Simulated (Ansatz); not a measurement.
The start is a generated trial cell of HgTe in the NiAs structure type. Cell shape, volume and atoms are optimised at zero target pressure with r2SCAN (plane waves to 500 eV, PAW, scalar-relativistic; Ansatz, a quantum-chemistry and plane-wave program). First-step values are on the input's coarse k-mesh.

Ansatz input (later rounds restart from its end on a renewed k-mesh):
Ansatz 0.2 input:
```yaml
crystal:
  lattice:
    - [4.5411723, 0, 0]
    - [-2.2705861, 3.9327706, 0]
    - [0, 0, 6.329282]
  atoms:
    - { symbol: Hg, position: [0, 0, 0] }
    - { symbol: Hg, position: [0, 0, 0.5] }
    - { symbol: Te, position: [0.33333333, 0.66666667, 0.25] }
    - { symbol: Te, position: [0.66666667, 0.33333333, 0.75] }
basis: { ecutwfc: 500, ecutrho_ratio: 4, xc_grid: 4, fft_grid_basis: typed }
kpoints: { mp_grid: { grid: [6, 6, 4] } }
hamiltonian:
  xc: r2scan
  dispersion: none
  pseudopotentials: { azcp: { folder: ./paw }, kind: paw }
scf: { occupations: { method: fermi_dirac, width: 0.05 } }
relax: { f_tol: 0.01, max_steps: 100, cell: { stress_tol: 0.02 } }
output: { forces: true, stress: true }
```

Question: How large is the pressure on the unrelaxed cell, and of which sign?

Answer: +2 GPa (positive: the cell is compressed).

Question: By how much does the energy per atom fall from start to end?

Answer: 0.10 eV/atom.

Question: How does the volume per atom move from start to end?

Answer: +1.8 %, from 28.26 to 28.77 Å³/atom.

Question: How do the shortest distances between atoms change?

Answer: The closest pairs of elements (up to four, under 3.6 Å), start → end: Hg–Te 3.06 → 3.07 Å; Hg–Hg 3.16 → 3.68 Å.

The space group stays P6₃/mmc (No. 194) (the run could not lower it); the end is NiAs type, with 4 atoms in the primitive cell. Final values are on a 13×13×7 k-mesh of the relaxed cell. No spin polarisation in the result.

The run could not lose the symmetry of its start: the end is stationary, and may be a saddle point rather than a minimum.

All atoms sit on sites fixed by symmetry, so only the cell could relax.

The relaxed structure here is a generated cell of HgTe: the first start was made by placing the elements on the sites of a structure type, and the end was not matched to a known phase here, so it may be hypothetical. Known forms of HgTe include space group No. 216.
